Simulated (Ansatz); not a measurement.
## Ru: from a starting cell to a relaxed one

The start is a generated cell, Ru placed in the omega structure type. Cell shape, volume and atoms are optimised at zero target pressure with PBE (plane waves to 420 eV, PAW, scalar-relativistic; Ansatz, an electronic-structure program). The first steps use a coarse 9×9×13 k-mesh.

Initial structure:
```
Ru
1.0
    4.23810     0.00000     0.00000
   -2.11905     3.67031     0.00000
    0.00000     0.00000     2.57768
Ru
3
Direct
  0.00000   0.00000   0.00000
  0.33333   0.66667   0.50000
  0.66667   0.33333   0.50000
```

Q: How large is the pressure on the unrelaxed cell, and of which sign?

A: +17.7 GPa (positive: the cell is compressed).

Q: How does the volume per atom move from start to end?

A: +5.6 %, from 13.37 to 14.11 Å³/atom.

Q: How do the shortest distances between atoms change?

A: The closest pairs of elements (up to four, under 3.6 Å), start → end: Ru–Ru 2.45 → 2.46 Å.

Q: What band gap does the relaxed structure have at this level?

A: Zero (metallic).

Q: What does it relax into? Give the structure.

A: 
Space group P6/mmm (No. 191); a = b = 4.2657 Å, c = 2.6862 Å, α = β = 90.00°, γ = 120.00°

```csv
atom,site,symmetry,x,y,z
Ru,1a,6/mmm,0.0000,0.0000,0.0000
Ru,2d,-6m2,0.3333,0.6667,0.5000
```

The space group stays P6/mmm (No. 191) (the run could not lower it), with 3 atoms in the primitive cell. Final values are on a 13×13×17 k-mesh of the relaxed cell. No spin polarisation in the result.

The run could not lose the symmetry of its start: the end is stationary, and may be a saddle point rather than a minimum.

All atoms sit on sites fixed by symmetry, so only the cell could relax.

The relaxed structure here is a generated cell of Ru: the first start was made by placing the elements on the sites of a structure type, and the end was not matched to a known phase here, so it may be hypothetical. Known forms of Ru include space group No. 194.
